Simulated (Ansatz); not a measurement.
# LiNb2Ge2, a known structure type with other elements, at an estimated volume

```yaml
crystal:
  lattice:
    - [0.00000, 4.01690, 0.00000]
    - [4.01690, 0.00000, 0.00000]
    - [2.00845, 2.00845, -5.24028]
  atoms:
    - { symbol: Ge, position: [0.38100, 0.38100, 0.23800] }
    - { symbol: Ge, position: [0.61900, 0.61900, 0.76200] }
    - { symbol: Nb, position: [0.75000, 0.25000, 0.50000] }
    - { symbol: Nb, position: [0.25000, 0.75000, 0.50000] }
    - { symbol: Li, position: [0.00000, 0.00000, 0.00000] }
```

Level: PBEsol, no spin polarisation; 420 eV; 9×9×9 Γ-centred mesh; fermi-dirac occupations (width 0.1 eV); Ansatz 0.2.0, fixed geometry.

Problem. Is there a gap?

Solution. It is a metal, with about 3.1 states/eV a cell as the mean within 0.25 eV of the Fermi level, mostly Nb d (63 %) and Ge p (32 %).

Problem. Describe some of the short contacts.

Solution. Ge–Nb at 2.43 Å: least valence density 0.51 e/Å³ and ELF 0.32 there. Ge–Ge at 2.49 Å: least valence density 0.39 e/Å³ and ELF 0.56 there. Nb–Nb at 2.84 Å: least valence density 0.35 e/Å³ and ELF 0.32 there. Both are smooth PAW fields, read partly inside the augmentation spheres.

Problem. Where is the largest force?

Solution. The largest is on Ge2 (and as large on other atoms): 3.67 eV/Å, components (0.00, 0.00, -3.67). It makes 124° with the line to a nearest neighbour, Nb3 at 2.43 Å.

Problem. What does the stress say?

Solution. The pressure is 24.8 GPa (compression positive), so with the atoms held at these fractions the cell would first expand; the forces are large, so a full relaxation may end otherwise.

Origin: a known structure type with other elements, at an estimated volume, so it need not be a known compound. Caveats: atoms or cell far from equilibrium.
